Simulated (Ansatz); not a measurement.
AlAs (zinc blende), conventional cell a = b = c = 5.674 Å, α = β = γ = 90.00°. The calculation uses the primitive cell of 2 atoms, to which meshes and values per cell refer.

The relaxed cell is deformed in two ways at once: its volume V is scaled, and at that volume it is stretched along z (the c axis of the conventional cell) so that c/a changes. Fractional atomic positions are held.

Calculation: PBEsol (plane waves to 420 eV, PAW, scalar-relativistic; Ansatz, a quantum-chemistry and plane-wave program). k mesh 10×10×10 (Γ-centred), Fermi-Dirac smearing 0.05 eV. E stands for the smeared free energy. AlAs was relaxed with its symmetry unable to fall. The PAW data are Ansatz's earlier set.

Changes of ΔE (kJ/mol of atoms) from the point V/V₀ = 1.000, (c/a)/(c/a)₀ = 1.000 when one coordinate moves alone (two changes are said to add if the coupling is within 5 % of the smaller one, nearly so within 20 %):

```json
[
 {"point": "V/V₀ = 1.000, (c/a)/(c/a)₀ = 0.920", "change": "1.500"},
 {"point": "V/V₀ = 1.000, (c/a)/(c/a)₀ = 0.960", "change": "0.384"},
 {"point": "V/V₀ = 0.920, (c/a)/(c/a)₀ = 1.000", "change": "3.684"},
 {"point": "V/V₀ = 0.960, (c/a)/(c/a)₀ = 1.000", "change": "0.858"},
 {"point": "V/V₀ = 1.040, (c/a)/(c/a)₀ = 1.000", "change": "0.737"},
 {"point": "V/V₀ = 1.080, (c/a)/(c/a)₀ = 1.000", "change": "2.764"},
 {"point": "V/V₀ = 1.000, (c/a)/(c/a)₀ = 1.040", "change": "0.399"},
 {"point": "V/V₀ = 1.000, (c/a)/(c/a)₀ = 1.080", "change": "1.624"}
]
```

**Question.** Do the two effects add at V/V₀ = 0.960, (c/a)/(c/a)₀ = 0.960? Give the computed change.

**Answer.** The sum of the single changes is 0.858 + (0.384) = 1.242; the calculation gives 1.213, so the coupling contributes -0.029 (under 20 % of the smaller single change, nearly additive).

**Question.** What is the change at V/V₀ = 0.920, (c/a)/(c/a)₀ = 1.080, where both move, and how far is it from the sum?

**Answer.** The sum of the single changes is 3.684 + (1.624) = 5.308; the calculation gives 5.105, so the coupling contributes -0.203 (under 20 % of the smaller single change, nearly additive).

**Question.** Do the two effects add at V/V₀ = 0.920, (c/a)/(c/a)₀ = 0.960? Give the computed change.

**Answer.** The sum of the single changes is 3.684 + (0.384) = 4.068; the calculation gives 4.005, so the coupling contributes -0.063 (under 20 % of the smaller single change, nearly additive).

(A scan under strain: stresses follow from slopes of the energy per volume, elastic moduli from its curvatures.)
